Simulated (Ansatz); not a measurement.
Ni₇Ge₄:
```yaml
crystal:
  lattice:
    - [3.93007, 0.00000, 0.00000]
    - [-1.96503, 3.40354, 0.00000]
    - [0.00000, 0.00000, 9.87510]
  atoms:
    - { symbol: Ni, position: [0.00000, 0.00000, 0.37354] }
    - { symbol: Ni, position: [0.00000, 0.00000, 0.62646] }
    - { symbol: Ni, position: [0.00000, 0.00000, 0.87847] }
    - { symbol: Ni, position: [0.00000, 0.00000, 0.12153] }
    - { symbol: Ni, position: [0.66667, 0.33333, 0.50000] }
    - { symbol: Ni, position: [0.33333, 0.66667, 0.24549] }
    - { symbol: Ni, position: [0.33333, 0.66667, 0.75451] }
    - { symbol: Ge, position: [0.66667, 0.33333, 0.24152] }
    - { symbol: Ge, position: [0.66667, 0.33333, 0.75848] }
    - { symbol: Ge, position: [0.33333, 0.66667, 0.00000] }
    - { symbol: Ge, position: [0.33333, 0.66667, 0.50000] }
```

Relaxed with PBEsol. Special points in fractions of this cell's reciprocal vectors: Γ (0.000, 0.000, 0.000); M (0.500, 0.000, 0.000); K (0.333, 0.333, 0.000); A (0.000, 0.000, 0.500); L (0.500, 0.000, 0.500); H (0.333, 0.333, 0.500).

Question: List the band energies nearest the Fermi level at these points for PBEsol (plane waves, PAW; program Ansatz).

Answer: In eV from the Fermi level; about four levels below and three above (degenerate sets whole), none deeper than 8.9 eV; points with the same levels are listed once.

```tsv
k	below	above
Γ	-1.14 -1.14 -0.68 -0.68	0.25 1.23 1.72
M	-0.89 -0.84 -0.78 -0.55	0.58 0.70 1.20
K	-0.88 -0.73 -0.58 -0.15	0.27 0.84 1.16
A	-0.94 -0.94 -0.78 -0.78	0.21 0.89 2.38 2.38
L	-0.74 -0.70 -0.42 -0.16	1.28 1.86 2.31
H	-0.85 -0.73 -0.65 -0.08	0.03 0.22 2.98 2.98
```

Space group P-6m2. The first step of the workflow began from a Materials Project structure, measured or hypothetical; the Crystallography Open Database copy checked does not list it. Its standing as an ambient phase is unchecked. The PBEsol relaxation kept the symmetry of its start; of distortions, only those at the zone centre were tested. The run is not spin-polarised. Spin–orbit coupling is left out wherever it is not named.

Potentials: the later of the program's two PAW sets.
